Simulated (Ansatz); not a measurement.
Input:

TaS2:
```cif
data_S2Ta
_chemical_formula_sum 'Ta1 S2'
_space_group_name_H-M_alt 'P-3m1'
_space_group_IT_number 164
_space_group_name_Hall '-P 3 2"'
_cell_length_a 3.32694
_cell_length_b 3.32694
_cell_length_c 5.78270
_cell_angle_alpha 90.000
_cell_angle_beta 90.000
_cell_angle_gamma 120.000
loop_
_atom_site_label
_atom_site_type_symbol
_atom_site_symmetry_multiplicity
_atom_site_Wyckoff_symbol
_atom_site_fract_x
_atom_site_fract_y
_atom_site_fract_z
_atom_site_occupancy
Ta1 Ta 1 a 0.00000 0.00000 0.00000 1
S1 S 2 d 0.33333 0.66667 0.26734 1
```

This is the PBE+D3(BJ)-relaxed structure.

Q: All from DFT-PBE+D3(BJ) in the program Ansatz with PAW potentials, unless another level is named. Estimate the electronic character.

A: metallic (no gap).

Q: Next, the density of states at the Fermi level?

A: 0.51 states/eV per atom (mean over ±0.08 eV).

Q: What about the gap with spin–orbit coupling?

A: none (metallic).

This is a known high-temperature phase of the composition, computed here at zero pressure and temperature. Symmetry was held in the PBE+D3(BJ) relaxation; its stability against distortions is not shown here. The run is not spin-polarised. With an odd number of electrons in the cell and no spin polarisation, the count alone makes it a metal. Scalar-relativistic: spin–orbit coupling is off unless named, which matters more the heavier the elements.

Potentials: the later of the program's two PAW sets.
